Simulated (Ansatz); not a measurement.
An input for the plane-wave PAW code Ansatz:

```yaml
crystal:
  lattice:
    - [0.0, 1.8154809675, 1.8154809675]
    - [1.8154809675, 0.0, 1.8154809675]
    - [1.8154809675, 1.8154809675, 0.0]
  atoms:
    - { symbol: Cu, position: [0.0, 0.0, 0.0] }
basis:
  ecutwfc: 500
  ecutrho_ratio: 4
kpoints:
  mp_grid: { grid: [20, 20, 20] }
hamiltonian:
  xc: r2scan
scf:
  occupations: { method: gaussian, width: 0.05 }
output:
  forces: true
  stress: true
  eigenvalues: true
```

Task: Before reading the output: what should come out?

Result: Pressure -6.6 GPa, gap on the mesh zero (metallic) (r²SCAN, scalar-relativistic).

What the program printed, in part:

```
Pseudopotentials: kind: paw
Pseudopotential: Cu, paw, valence charge 19, recommended cutoff 500 eV (meta_gga), Cu.paw.azcp
Crystal: 1 atoms, lattice volume = 11.968 Å³
Basis set: ecut = 500 eV, 307 PW (Γ), exchange–correlation on 80×80×80 points (64 copies of the dense FFT grid, shifted against one another)
Bands: 14, of which v1, the nominal top of the filled ones, is band 10 counted from 1 (9 counted from 0)
Symmetry: 48 space group operations
Space group: Fm-3m (ITA 225), of the structure as read, at distance tolerance 2.3e-5 Å
k-points: 256 of 8000
Initial density: superposition of atomic densities (neutral atoms: chi_scale 0, normalization atom), corrected by the library's trained network
Initial wavefunctions: pseudopotential atomic-orbital guess
Functional: x = r2scan, c = r2scan; τ floored in thin density (d = 2e-4 eV/Å³)
```

SCF trace (energy estimate counted from the last row):
```tsv
iteration	ΔE (eV)	density residual (eV)
1	-0.020	1.09e-1
2	-0.034	1.12e-1
3	-6.2e-05	4.20e-4
4	1.0e-06	4.78e-5
5	3.0e-06	1.77e-6
6	0.000	1.26e-8
```

```
SCF 1 converged in 6 iterations: F = -6631.227680 eV  dr2 = 1.26e-8
SCF converged after 6 iterations
Free energy (F): -6631.227680 eV
E sigma→0 (E₀):  -6631.227548 eV
Entropy (-TS):   -0.000264 eV (-0.264 meV/atom)
Fermi energy:    16.239149 eV
--- Forces (eV/Å), atoms counted from 1 ---
  atom   1  Cu     0.00000000     0.00000000     0.00000000
--- Stress (GPa, compression-positive) ---
       -6.569088       0.000000       0.000000
        0.000000      -6.569088       0.000000
        0.000000       0.000000      -6.569088
  P = ⅓ Tr σ = -6.5691 GPa (-65.691 kbar)
```

Absolute energies hang on the potentials; compare differences alone.
